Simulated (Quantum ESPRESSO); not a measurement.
## Si3AlNC3 (convergence and cost over cutoff and k mesh)

Computed values, not a measurement. The program is pw.x of Quantum ESPRESSO 7.5 (plane-wave density functional theory). The cell is made up: 8 atoms on a wurtzite lattice, with randomly drawn elements, strain and displacements, not relaxed. PseudoDojo standard norm-conserving files (v0.5 for PBE, v0.4.1 for LDA and PBEsol) set the functional; there is no spin polarisation, spin-orbit coupling or dispersion term, and the masses in the input are unused placeholders.

Input of the run in row 4:

```
&control calculation='scf', pseudo_dir='./dojo.nc.sr.pbe.v0_5.standard.upf', outdir='./o', disk_io='low', tprnfor=.true., tstress=.true. /
&system ibrav=0, nat=8, ntyp=4, nbnd=22, ecutwfc=84.00895049, nosym=.true., tot_charge=0,
 occupations='smearing', smearing='fd', degauss=0.0018374661
/
&electrons conv_thr=7.350e-09, electron_maxstep=60, /
ATOMIC_SPECIES
Al 1.0 Al.upf
C 1.0 C.upf
N 1.0 N.upf
Si 1.0 Si.upf
CELL_PARAMETERS angstrom
3.0186 0.0 0.0
0.0 5.2283 0.0
0.0 0.0 4.9294
ATOMIC_POSITIONS angstrom
Si 0.0381 -0.0723 0.0103
Al 1.4813 2.6571 0.0299
Si 1.4953 0.8622 2.4907
Si -0.024 3.5083 2.4489
N -0.0194 0.0902 1.8556
C 1.5153 2.6249 1.8064
C 1.5326 0.9345 4.2731
C -0.0137 3.5278 4.2873
K_POINTS automatic
6 4 4 1 1 1
```

The same cell was run at these settings. Meshes are shifted by half a step, and differences are from the last row, which is itself not exact.

| cutoff (eV) | k mesh | k points solved | threshold (eV) | free energy less the last row's (eV) | pressure (GPa) | largest stress difference (GPa) | largest force difference (eV/Å) | iterations | wall time (s) | k-point pools | processor |
| --- | --- | --- | --- | --- | --- | --- | --- | --- | --- | --- | --- |
| 800 | 2 x 2 x 2 | 4 | 1e-04 | -0.864 | 18.47 | 11.58 | 0.368 | 8 | 6 | 4 | Intel Xeon, 2023 or later |
| 1143 | 2 x 2 x 2 | 4 | 1e-07 | -1.106 | 21.44 | 8.69 | 0.375 | 13 | 10 | 4 | Intel Xeon, 2023 or later |
| 724 | 6 x 4 x 4 | 48 | 1e-07 | 0.550 | 16.91 | 5.66 | 0.020 | 12 | 18 | 4 | Intel Xeon, 2023 or later |
| 1143 | 6 x 4 x 4 | 48 | 1e-07 | -0.003 | 22.46 | 0.10 | 0.005 | 12 | 31 | 4 | Intel Xeon, 2023 or later |
| 1437 | 8 x 6 x 6 | 144 | 1e-07 | 0.000 | 22.48 | 0.00 | 0.000 | 12 | 112 | 4 | Intel Xeon, 2023 or later |

Each pool is one process. Wall times include start-up and a band step at six k points, which weighs most on the coarsest meshes. The runs were on shared virtual cores whose load varied, so times are rough.